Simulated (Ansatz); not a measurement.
Input:

ZrN:
Space group Fm-3m (No. 225); a = 4.553 Å, b = 4.553 Å, c = 4.553 Å, α = 90.00°, β = 90.00°, γ = 90.00°

```csv
atom,site,symmetry,x,y,z
Zr,4b,m-3m,0.5000,0.5000,0.5000
N,4a,m-3m,0.0000,0.0000,0.0000
```
(The calculation used a cell of 2 atoms; values per cell refer to that cell.)

This is the PBEsol-relaxed structure.

### Question
All from PBEsol (plane waves, PAW; program Ansatz), unless another level is named. Estimate the Hill bulk and shear moduli.

### Answer
269 and 162 GPa.

### Question
Give the elastic constants (relaxed ions, GPa).

### Answer
C11 = 583, C12 = 112, C44 = 125.

The cell was relaxed with PBEsol under the symmetry of its start; of distortions, only those at the zone centre were tested. No spin polarisation was allowed. With an odd number of electrons in the cell and no spin polarisation, the count alone makes it a metal. As this level gives no gap, shear constants depend on the k-mesh and smearing (Fermi–Dirac, 0.1 eV here).

Potentials: the earlier of the program's two PAW sets.
